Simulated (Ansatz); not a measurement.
Sn₂PbSe₃:
```
Sn2PbSe3
1.0
    4.24467     0.00000     0.00000
   -2.12233     3.67599     0.00000
    0.00000     0.00000    10.39240
Sn Pb Se
2 1 3
Direct
  0.33333   0.66667   0.66347
  0.66667   0.33333   0.33653
  0.00000   0.00000   0.00000
  0.33333   0.66667   0.17386
  0.66667   0.33333   0.82614
  0.00000   0.00000   0.50000
```

Relaxed with PBEsol. Special points in fractions of this cell's reciprocal vectors: Γ (0.000, 0.000, 0.000); M (0.500, 0.000, 0.000); K (0.333, 0.333, 0.000); A (0.000, 0.000, 0.500); L (0.500, 0.000, 0.500); H (0.333, 0.333, 0.500).

Task: List the band energies nearest the Fermi level at these points for plane-wave PAW PBEsol with spin–orbit coupling (Ansatz code).

Result: In eV from the Fermi level; about four levels below and three above (degenerate sets whole), none deeper than 8.9 eV; points with the same levels are listed once.

```json
[
 {"k": "Γ", "below": "-0.73 -0.73 -0.68 -0.68", "above": "0.99 0.99 1.01 1.01"},
 {"k": "M", "below": "-1.61 -1.61 -1.30 -1.30", "above": "1.36 1.36 1.54 1.54"},
 {"k": "K", "below": "-1.89 -1.89 -1.77 -1.77", "above": "2.03 2.03 2.48 2.48"},
 {"k": "A", "below": "-1.54 -1.54 -1.54 -1.54 -0.25 -0.25", "above": "0.37 0.37 0.96 0.96"},
 {"k": "L", "below": "-1.83 -1.83 -0.26 -0.26", "above": "0.40 0.40 0.99 0.99"},
 {"k": "H", "below": "-0.75 -0.75 -0.74 -0.74", "above": "0.85 0.85 1.34 1.34"}
]
```

Space group P-3m1. The workflow started from a Materials Project entry (that database holds measured and hypothetical structures alike); the Crystallography Open Database copy checked does not list it. With Sn and Pb taken as one species the cell has the higher symmetry Fm-3m, so it may be an ordered model of a mixed-site phase. Whether it is the stable phase at ambient conditions was not checked. The PBEsol relaxation kept the symmetry of its start; of distortions, only those at the zone centre were tested. The Fermi level of a semimetal is unsure by some 0.05 eV on such meshes.

Potentials: the later of the program's two PAW sets.
